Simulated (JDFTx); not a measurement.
| Property | Value |
|---|---|
| surface | Cd(0001) |
| bulk | Cd, P6_3/mmc, lattice of mp-94 (not re-optimised) |
| slab | 4 atoms in 4 planes, 1x1, 8.9 Å between the outermost planes |
| in-plane cell | 2.958 × 2.958 Å, 7.58 Å² |
| cell height | 24.8 Å |
| sampling | 8×8×1 k mesh, Fermi smearing 0.01 Ha, no spin polarisation |

All numbers are PBE, GBRV ultrasoft potentials, plane waves to 20/100 Ha results from JDFTx (a modified build), not measurements. Liquid on both sides: CANDLE, water, 1 M NaCl; nuclei fixed. At negative charge CANDLE's numbers also depend on the cell height, by up to tenths of a volt.

Charging data:

| U − U_pzc (V) | σ (μC/cm²) |
|---|---|
| -0.31 | -6.91 |
| 0.00 | 0.00 |
| 0.29 | 3.78 |

Working it through: a check of Lippmann's equation. The grand free energy per area against the neutral slab, Δγ = [F(N) − F(N₀) − μ(N − N₀)]/2A, is taken from the total energies of the same runs.

| U − U_pzc (V) | Δγ (mJ/m²) |
|---|---|
| -0.31 | -9.2 |
| 0.00 | 0.0 |
| 0.29 | -5.4 |

Δγ is largest at zero charge and falls away from it, as dγ/dU = −σ demands. At -0.31 V the computed -9.2 mJ/m² stands beside -10.9 mJ/m² from the constant-capacitance formula.
